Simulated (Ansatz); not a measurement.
Consider the following.

Starting cell, BAs (zinc blende):

```
CELL_PARAMETERS angstrom
      0.00000     2.40467     2.40467
      2.40467     0.00000     2.40467
      2.40467     2.40467     0.00000
ATOMIC_POSITIONS crystal
  As 0.75000 0.75000 0.75000
  B  0.00000 0.00000 0.00000
```

In each cell atom 2 (B, nearest neighbour As at 2.083 Å; its periodic images, 3.4 Å or more away, move with it) moves by s·(1.000, 0.000, 0.000) (along Cartesian x), the rest being held.

All values below come from PBE (plane waves to 420 eV, PAW, scalar-relativistic; Ansatz, a first-principles code). k mesh 10×10×10 (Γ-centred), Fermi-Dirac smearing 0.05 eV. The energy includes the smearing's −TS. As the smearing reaches across the gap at some points, energies and forces of such displacements shift with the k mesh and the smearing. BAs was relaxed with its symmetry unable to fall. ΔE is measured from the undisplaced structure.

The scan covers s from -0.620 to 0.620 Å in 11 points.

Problem. Is the energy the same for equal positive and negative displacements?

Solution. Even: the same for both signs. With its periodic images moving along, the atom's site symmetry in this cell is -43m.

Problem. What is the energy change at s = 0.620 Å?

Solution. 2331 meV/cell.

Problem. What force acts on the atom along the line at s = -0.620 Å?

Solution. 5.39 eV/Å.

Problem. What is the force constant k = d²E/ds² of this move at s = 0?

Solution. 16.0 eV/Å².

Problem. With two atoms in the cell this is the zone-centre optical mode. What wavenumber follows?

Solution. 679 cm⁻¹.

(For displaced atoms, the force is minus the slope of the energy, and its curvature is a force constant, which sets phonon frequencies.)
